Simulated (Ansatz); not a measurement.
Clean, relaxed (100) surface of W, space group Im-3m (No. 229) (top face towards +c; atoms held fixed, by place in the list: 1, 2):

```xyz
5
Lattice="3.1544 0.0000 0.0000 0.0000 3.1544 0.0000 0.0000 0.0000 23.3087" Properties=species:S:1:pos:R:3 pbc="T T T"
W     1.5772    1.5772    8.5000
W     0.0000    0.0000   10.0772
W     1.5772    1.5772   11.6200
W     0.0000    0.0000   13.2442
W     1.5772    1.5772   14.6408
```

Theory: Ansatz 0.2.0, DFT PBEsol, scalar-relativistic, plane waves, PAW. Settings: cutoff 420 eV, Γ-centred mesh 9×9×1 on the computed 5-atom cell, Gaussian smearing of 0.10 eV; no spin polarisation. A dipole correction removes the field between periodic images along c.

B (atom) is adsorbed on the top face, one adsorbate per 9.9 Å², and relaxed from 3 starting sites (fractions of a and b). E_ads counts from the clean slab and the free adsorbate (spin-polarised where it has unpaired electrons); negative means bound. Heights count from the highest slab atom after relaxation. Δφ is the top face's. Δp counts per cell along +c. Bonded neighbours lie within 1.25 times the sum of covalent radii (1.35 for H) and, on that scale, within 12 % of the closest. With the adsorbate the cell is lengthened along c to keep the vacuum.

```
                          start ends at E_ads (eV) height (Å) shortest contact  Δφ (eV)  Δp (e·Å)
        top (W) at (0.50, 0.50) (0.50, 0.50), 1 bonded neighbour (W)       -3.83        2.06        B–W 2.06 Å    +1.27    -0.072
   bridge (W-W) at (0.00, 0.50) (0.00, 0.50), 2 bonded neighbours (W)       -5.48        1.39        B–W 2.10 Å    +0.96    -0.051
hollow (over W) at (0.00, 0.00) (0.00, 0.00), 5 bonded neighbours (W)       -8.18        0.50        B–W 2.26 Å    +0.47    -0.028
```

Among the sites tried, the lowest end comes from the hollow (over W) at (0.00, 0.00) start; other sites may lie lower.

Each end is the local minimum or symmetric point that its start leads to. The slab is only 6.3 Å thick, so the energies aren't converged with thickness.

The adsorbed runs have no spin polarisation, so weakly bound open-shell ends lie too high.